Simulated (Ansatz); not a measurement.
Polymorphs of B4C, each relaxed with plane-wave PAW PBEsol (Ansatz code):

A: Cm
a = 8.7427 Å, b = 5.5797 Å, c = 5.0278 Å, α = γ = 90.00°, β = 118.74°

```json
[
 {"atom": "B", "site": "2a", "symmetry": "m", "x": "0.0083", "y": "0.5000", "z": "0.1616"},
 {"atom": "B", "site": "4b", "symmetry": "1", "x": "0.3371", "y": "0.1609", "z": "0.5160"},
 {"atom": "B", "site": "4b", "symmetry": "1", "x": "0.1684", "y": "0.3375", "z": "0.4946"},
 {"atom": "B", "site": "2a", "symmetry": "m", "x": "0.1929", "y": "0.5000", "z": "0.8192"},
 {"atom": "B", "site": "2a", "symmetry": "m", "x": "0.3104", "y": "0.0000", "z": "0.1881"},
 {"atom": "B", "site": "4b", "symmetry": "1", "x": "0.4426", "y": "0.2545", "z": "0.3049"},
 {"atom": "B", "site": "4b", "symmetry": "1", "x": "0.0607", "y": "0.2432", "z": "0.7012"},
 {"atom": "B", "site": "2a", "symmetry": "m", "x": "0.4996", "y": "0.5000", "z": "0.0121"},
 {"atom": "C", "site": "2a", "symmetry": "m", "x": "0.4967", "y": "0.0000", "z": "0.8244"},
 {"atom": "C", "site": "2a", "symmetry": "m", "x": "0.3744", "y": "0.5000", "z": "0.1187"},
 {"atom": "C", "site": "2a", "symmetry": "m", "x": "0.1215", "y": "0.0000", "z": "0.8964"}
]
```

B: R-3m
a = 5.617 Å, b = 5.617 Å, c = 12.060 Å, α = 90.00°, β = 90.00°, γ = 120.00°

| atom | site | symmetry | x | y | z |
|---|---|---|---|---|---|
| B | 18h | .m | 0.1677 | 0.3354 | 0.0261 |
| B | 18h | .m | 0.2158 | 0.1079 | 0.1138 |
| C | 6c | 3m | 0.0000 | 0.0000 | 0.3896 |
| C | 3b | -3m | 0.0000 | 0.0000 | 0.5000 |

Rank these by energy per atom at 0 K (lowest first), as PBEsol gives it.

A (+0 meV/atom), B (+74 meV/atom)

Give each one's gap.

A 2.82 eV; B 1.46 eV.

Standing as an ambient phase not checked: A; B. All cells were relaxed under the symmetry of their starts (and spin orders); stability against distortions was not tested throughout.

Energies hold the estimated change up to a 700 eV cutoff; steps of a few meV lie near the error of the meshes.

Potentials: the later of the program's two PAW sets.
